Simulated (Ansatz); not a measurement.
Ta2B2O: relaxation step by step

Recipe of this trial structure of Ta2B2O: random cell by space group and Wyckoff sites (I4/mmm, No. 139). Its size is a rough estimate.

```xyz
5
Lattice="-1.8147 1.8147 4.5924 1.8147 -1.8147 4.5924 1.8147 1.8147 -4.5924" Properties=species:S:1:pos:R:3 pbc="T T T"
Ta    0.0000    1.8147    0.0000
Ta    1.8147    0.0000    0.0000
B     0.0000    1.8147    2.2962
B     1.8147    0.0000    2.2962
O     0.0000    0.0000    4.5924
```

Theory: DFT PBE, scalar-relativistic, plane waves, PAW (Ansatz). Cutoff 420 eV, Gaussian smearing, Γ-centred meshes. Cell and atoms relax first on a coarse mesh and then on a finer one. In between, the cell is made exact in the group found at 0.06 Å. In metals the finer mesh still leaves noise of several meV/atom or more. The steps can't lower the symmetry of their start. No spin polarisation in the relaxation; trial moments died out in a coarse test.

Steps on the 6×6×6 mesh (5 atoms, 8 steps). The free energy counts from the last step; the plane-wave basis is renewed at times, which shifts energy and pressure.

```csv
step,ΔF (meV/atom),V (Å³/atom),P (GPa)
1,762.0,12.10,67.80
2,237.7,13.36,29.98
3,43.4,14.45,8.85
4,21.0,15.42,-3.13
5,17.7,15.12,0.03
6,0.7,15.12,1.36
7,0.2,15.24,0.09
8,0.0,15.24,0.09
```

The relaxed structure, after a last relaxation on the converged mesh:

```cif
data_structure
_symmetry_space_group_name_H-M 'I4/mmm'
_symmetry_Int_Tables_number 139
_cell_length_a 4.0752
_cell_length_b 4.0752
_cell_length_c 9.1711
_cell_angle_alpha 90.000
_cell_angle_beta 90.000
_cell_angle_gamma 90.000
_cell_volume 152.31
loop_
_atom_site_label
_atom_site_type_symbol
_atom_site_symmetry_multiplicity
_atom_site_Wyckoff_symbol
_atom_site_fract_x
_atom_site_fract_y
_atom_site_fract_z
_atom_site_occupancy
Ta1 Ta 4 c 0.00000 0.50000 0.00000 1
B1 B 4 d 0.00000 0.50000 0.25000 1
O1 O 2 b 0.50000 0.50000 0.00000 1
```

The symmetry stays I4/mmm (No. 139). The volume per atom grows by 25.9 %, from 12.1 to 15.2 Å³. The shortest distance goes from 1.81 Å (Ta–O) to 2.04 Å (Ta–O). The ratio c/a of the conventional cell changes by a factor of 0.89. The energy falls by about 0.76 eV/atom (the start's value is from the coarse mesh). Ta is surrounded by 2 O at 2.04 Å, 2 B at 2.29 Å and 4 Ta at 2.88 Å; around B lie 2 Ta at 2.29 Å; O has 4 Ta at 2.04 Å.

- Volume per atom: 15.23 Å³
- Density: 8.71 g/cm³
- Formation energy: +0.58 eV/atom
- Gap on the 14×14×14 mesh of the 5-atom cell: 0 eV (a metal)

The zero of energy is the elements' standard structures at the same level (O₂ as a molecule); no fitted shifts are applied.

The last run used Gaussian smearing of 0.10 eV. These runs have no spin–orbit coupling, which can matter for Ta. Symmetry constrained the relaxation, so the result can be a saddle point. In all, the 3 runs took 120 s on 1 thread of Arm Neoverse V2 (shared host). Another cell of Ta2B2O relaxed alike, in P-3m1, lies 1.46 eV/atom lower, so this cell isn't the stable form at this level.
